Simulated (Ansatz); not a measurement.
Relaxed ZnAu (CsCl type):

```
CELL_PARAMETERS angstrom
      3.18677     0.00000     0.00000
      0.00000     3.18677     0.00000
      0.00000     0.00000     3.18677
ATOMIC_POSITIONS crystal
  Zn 0.50000 0.50000 0.50000
  Au 0.00000 0.00000 0.00000
```

The atoms are displaced by Q × the pattern below (from a DFPT mode at Γ, largest move 1; Q in Å), at fixed cell. It is one choice among 3 degenerate patterns.

| atom | x | y | z |
|---|---|---|---|
| Zn1 | 0.000 | 0.000 | -1.000 |
| Au2 | 0.000 | 0.000 | 0.332 |

Method: PBE (plane waves to 420 eV, PAW, scalar-relativistic; Ansatz, a quantum-chemistry and plane-wave program). k mesh 15×15×15 (Γ-centred), Fermi-Dirac smearing 0.05 eV. E stands for the smeared free energy. With partly filled bands, energies and forces of such displacements shift with the k mesh and the smearing. Spin-orbit coupling is left out, though Au is heavy. ZnAu was relaxed with its symmetry unable to fall. The zero of ΔE is the undisplaced structure. The last digit holds for this mesh only.

| Q (Å) | ΔE (meV/cell) |
|---|---|
| -0.180 | 85.0 |
| -0.150 | 59.0 |
| -0.120 | 37.7 |
| -0.090 | 21.2 |
| -0.060 | withheld |
| -0.030 | 2.4 |
| 0.000 | 0.0 |
| 0.030 | 2.4 |
| 0.060 | withheld |
| 0.090 | 21.2 |
| 0.120 | 37.7 |
| 0.150 | 59.0 |
| 0.180 | 85.0 |

Task: Fit an even polynomial form (powers 2, 4) to the given rows and predict ΔE at Q = -0.060.

Result: Least squares on the 11 given rows: ΔE = (2616)·Q² + (236.6)·Q⁴, in meV/cell with Q in Å; root-mean-square residual 0.02 meV/cell. At -0.060 the fit gives 9.4 meV/cell; the calculation gives 9.4 meV/cell, the same to the digits shown. The quadratic term alone would give 9.4 meV/cell.

(For displaced atoms, the force is minus the slope of the energy, and its curvature is a force constant, which sets phonon frequencies.)
